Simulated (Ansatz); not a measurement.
Compressing TiSi₂

All numbers below come from DFT r2SCAN, scalar-relativistic, plane waves, PAW (Ansatz). Run with 500 eV cutoff, 10×10×10 k-mesh, Gaussian smearing of 0.10 eV, no spin polarisation.

Reference structure (relaxed):

```yaml
crystal:
  lattice:
    - [0.00000, 4.11599, 4.25811]
    - [2.39034, 0.00000, 4.25811]
    - [2.39034, 4.11599, 0.00000]
  atoms:
    - { symbol: Ti, position: [0.75000, 0.75000, 0.75000] }
    - { symbol: Ti, position: [0.50000, 0.50000, 0.50000] }
    - { symbol: Si, position: [0.08733, 0.41267, 0.08733] }
    - { symbol: Si, position: [0.41267, 0.08733, 0.41267] }
    - { symbol: Si, position: [0.16267, 0.83733, 0.16267] }
    - { symbol: Si, position: [0.83733, 0.16267, 0.83733] }
```

Cell and atoms are relaxed at each pressure within the symmetry of the start, at zero temperature, so transitions that lower the symmetry aren't seen. The k-mesh given is that at zero pressure and may differ at others. a, b and c are the lengths of the cell vectors above. ΔH is E + PV over the energy at zero pressure.

| P (GPa) | V (Å³/atom) | V/V0 | a (Å) | b (Å) | c (Å) | α (°) | β (°) | γ (°) | ΔH (eV/atom) |
| --- | --- | --- | --- | --- | --- | --- | --- | --- | --- |
| -3 | ? | ? | ? | ? | ? | ? | ? | ? | ? |
| 0 | 13.96 | 1.000 | 5.922 | 4.883 | 4.760 | 75.8 | 53.1 | 51.2 | 0.000 |
| 3 | 13.69 | 0.981 | 5.884 | 4.857 | 4.723 | 75.8 | 53.1 | 51.1 | 0.259 |
| 8 | ? | ? | ? | ? | ? | ? | ? | ? | ? |
| 15 | 12.83 | 0.919 | 5.761 | 4.769 | 4.607 | 75.8 | 53.4 | 50.8 | 1.250 |

**Question.** What stands in the row for -3 GPa?

**Answer.** V 14.27 Å³/atom; V/V0 1.022; a 5.964 Å; b 4.912 Å; c 4.800 Å; α 75.8 °; β 53.0 °; γ 51.3 °; ΔH -0.264 eV/atom.

**Question.** What stands in the row for 8 GPa?

**Answer.** V 13.30 Å³/atom; V/V0 0.952; a 5.829 Å; b 4.818 Å; c 4.670 Å; α 75.8 °; β 53.2 °; γ 51.0 °; ΔH 0.680 eV/atom.